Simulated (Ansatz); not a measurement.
Relaxed-ion elastic tensor of VSi (CsCl type, space group No. 221) in GPa (Voigt order), PBE (plane waves, PAW; program Ansatz); density 4.87 g/cm³, 13.47 Å³ per atom.

|  | 1 | 2 | 3 | 4 | 5 | 6 |
|---|---|---|---|---|---|---|
| 1 | 93.1 | 157 | 157 | 0.0 | 0.0 | 0.0 |
| 2 | 157 | 93.1 | 157 | 0.0 | 0.0 | 0.0 |
| 3 | 157 | 157 | 93.1 | 0.0 | 0.0 | 0.0 |
| 4 | 0.0 | 0.0 | 0.0 | -7.9 | 0.0 | 0.0 |
| 5 | 0.0 | 0.0 | 0.0 | 0.0 | -7.9 | 0.0 |
| 6 | 0.0 | 0.0 | 0.0 | 0.0 | 0.0 | -7.9 |

### Question
Is the crystal mechanically stable?

### Answer
No: the smallest eigenvalue of C is -64.0 GPa.

Space group Pm-3m (CsCl type). The cell is a constructed one: a structure type filled with these elements; neither database checked (COD, Materials Project) lists it. Its standing as an ambient phase is unchecked. The cell was relaxed with PBE under the symmetry of its start, as lowered by the spin order. At this level the phase is mechanically unstable. Magnetic state: antiferromagnetic, chosen from 3 collinear starts compared on coarse meshes (ties went to the first, and starts can fall back to one state), not a proven ground state. As this level gives no gap, shear constants depend on the k-mesh and smearing (Fermi–Dirac, 0.1 eV here). On the denser mesh and wider smearing of the elastic run this cell carries a stress of 0.3 GPa.

Potentials: the later of the program's two PAW sets.
